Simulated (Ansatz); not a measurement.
According to plane-wave PAW PBE (Ansatz code), AlGa3As4 in the tetragonal phase (P-4m2; Pearson symbol tP8) relaxes to a = 4.063 Å, c = 11.466 Å. Ga on 2e has 4 nearest neighbours from 2.49 Å (tetrahedral); As on 2g has 4 nearest neighbours from 2.49 Å (tetrahedral); Ga on 1b has 4 nearest neighbours from 2.49 Å (tetrahedral); As on 2g has 4 nearest neighbours from 2.48 Å (tetrahedral). Against the elements it lies at -0.38 eV/atom, with no fitted shifts.

The Kohn–Sham gap is 0.53 eV (direct). The valence maximum lies at Γ and the conduction minimum at Γ. Gap from PBE with spin–orbit coupling: 0.42 eV. The electron mass is 0.034, 0.034, 0.036 mₑ (principal values).

The bulk modulus is 621 kbar.

The start of the workflow was typed in or built on a structure type; neither database checked (COD, Materials Project) lists it. Its standing as an ambient phase is unchecked. The cell was relaxed with PBE under the symmetry of its start; its stability against distortions is not shown here. The references are the lowest solids computed at this level, not always the standard phases. Scalar-relativistic: spin–orbit coupling is off unless named, which matters more the heavier the elements.

Potentials: the earlier of the program's two PAW sets.
